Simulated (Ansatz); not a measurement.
**A trial form of SrErAs3**

Computed with DFT PBE, scalar-relativistic, plane waves, PAW, and for the lanthanide a 4f-in-core norm-conserving potential, in Ansatz 0.2.0. Cutoff 770 eV, Gaussian smearing, Γ-centred meshes. Cell and atoms relax first on a coarse mesh and then on a finer one. In between, the cell is made exact in the group found at 0.06 Å. In metals the finer mesh still leaves noise of several meV/atom or more. The steps can't lower the symmetry of their start. No spin polarisation.

The cell of SrErAs3 is invented: random cell by space group and Wyckoff sites (Pm-3m, No. 221). The dimensions are guesses.

```cif
data_structure
_symmetry_space_group_name_H-M 'Pm-3m'
_symmetry_Int_Tables_number 221
_cell_length_a 5.2062
_cell_length_b 5.2062
_cell_length_c 5.2062
_cell_angle_alpha 90.000
_cell_angle_beta 90.000
_cell_angle_gamma 90.000
_cell_volume 141.11
loop_
_atom_site_label
_atom_site_type_symbol
_atom_site_symmetry_multiplicity
_atom_site_Wyckoff_symbol
_atom_site_fract_x
_atom_site_fract_y
_atom_site_fract_z
_atom_site_occupancy
Sr1 Sr 1 a 0.00000 0.00000 0.00000 1
Er1 Er 1 b 0.50000 0.50000 0.50000 1
As1 As 3 d 0.50000 0.00000 0.00000 1
```

Energies over the elements count from the elements' standard structures at the same level, with no fitted energy shifts.

Q: What does it relax into?

A: The symmetry stays Pm-3m (No. 221). The end has the cubic perovskite type. The volume per atom grows by 10.7 %, from 28.2 to 31.2 Å³. The shortest distance goes from 2.60 Å (Sr–As) to 2.69 Å (Sr–As). Conventional cell: a = 5.385 Å. Around Sr lie 6 As at 2.69 Å; Er is surrounded by 12 As at 3.81 Å; around As lie 2 Sr at 2.69 Å, 4 Er at 3.81 Å and 8 As at 3.81 Å.

```cif
data_structure
_symmetry_space_group_name_H-M 'Pm-3m'
_symmetry_Int_Tables_number 221
_cell_length_a 5.3849
_cell_length_b 5.3849
_cell_length_c 5.3849
_cell_angle_alpha 90.000
_cell_angle_beta 90.000
_cell_angle_gamma 90.000
_cell_volume 156.14
loop_
_atom_site_label
_atom_site_type_symbol
_atom_site_symmetry_multiplicity
_atom_site_Wyckoff_symbol
_atom_site_fract_x
_atom_site_fract_y
_atom_site_fract_z
_atom_site_occupancy
Sr1 Sr 1 a 0.00000 0.00000 0.00000 1
Er1 Er 1 b 0.50000 0.50000 0.50000 1
As1 As 3 d 0.50000 0.00000 0.00000 1
```

Q: How does it come out in energy, and is it a metal?

A: The formation energy is +0.50 eV/atom and the gap on the 8×8×8 mesh of the 5-atom cell is 0 eV (a metal).

A positive value: parting into the elements would lower its energy.

The last run used Gaussian smearing of 0.10 eV. The reference form of As is held partly by dispersion forces, which this level lacks. A structure relaxed within its symmetry needn't be a true minimum. In all, the 3 runs took 2.8 min on 1 thread of Arm Neoverse V1, on a shared host. Another cell of SrErAs3 relaxed alike, in R-3m, lies 1.21 eV/atom lower, so this cell isn't the stable form at this level.

The lanthanide is trivalent by construction, without f bands, f moments or other valences. The reference runs of the other elements, and any phases without the lanthanide, used 420 eV, which shifts energies against them by under 10 meV/atom. The lanthanide's reference is the lowest of its hcp, dhcp and fcc cells.
